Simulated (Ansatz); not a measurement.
The relaxed structure here is a generated cell of AlIr: the first start was made by a random draw of sites in a space group, and the end was not matched to a known phase here, so it may be hypothetical.

One starting cell of AlIr (a randomly generated symmetric cell of AlIr (space group No. 38)) was relaxed twice with Ansatz (plane waves, PAW, scalar-relativistic): with PBEsol at 420 eV and with PBE at 420 eV. The PBEsol result:

```xyz
2
Lattice="1.4508 -2.3996 0.0000 1.4508 2.3996 0.0000 0.0000 0.0000 4.0748" Properties=species:S:1:pos:R:3 pbc="T T T"
Al     0.0000     0.0000     0.0000
Ir     1.4508     0.0000     2.0374
```

| quantity | PBEsol | PBE |
|---|---|---|
| space group | Cmmm | Cmmm |
| volume (Å³/atom) | 14.19 | 14.60 |
| a (Å) | 2.902 | 2.925 |
| b (Å) | 4.799 | 4.861 |
| c (Å) | 4.075 | 4.107 |
| gap (eV, no spin-orbit coupling) | 0.00 | 0.00 |

Both levels end in the same structure; PBE's volume is 2.9 % larger. Neither column is exact.

No spin polarisation in the result.

The run could not lose the symmetry of its start, so the end can be a saddle point.

Ansatz is a program for electronic structure.
